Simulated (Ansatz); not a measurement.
Consider the following.

CdTe:
```
CELL_PARAMETERS angstrom
      3.76857     0.00000     0.00000
      0.00000     3.76857     0.00000
      0.00000     0.00000     3.76857
ATOMIC_POSITIONS crystal
  Cd 0.00000 0.00000 0.00000
  Te 0.50000 0.50000 0.50000
```

This is the r²SCAN-relaxed structure.

**Question.** All from the program Ansatz at the r²SCAN level (PAW), unless another level is named. Estimate the bulk modulus (Birch–Murnaghan fit).

**Answer.** 49.7 GPa.

**Question.** Predict the elastic constants (relaxed ions, GPa).

**Answer.** C11 = 43.0, C12 = 52.9, C44 = -12.6.

Space group Pm-3m (CsCl type). A made-up cell: these elements were put on the sites of a structure type; neither database checked (COD, Materials Project) lists it. It is not the phase usual at ambient conditions (space group No. 216). Symmetry was held in the r²SCAN relaxation. At this level the phase is mechanically unstable. As this level gives no gap, shear constants depend on the k-mesh and smearing (Fermi–Dirac, 0.1 eV here). Scalar-relativistic: spin–orbit coupling is off unless named, which matters more the heavier the elements.

Potentials: the later of the program's two PAW sets.
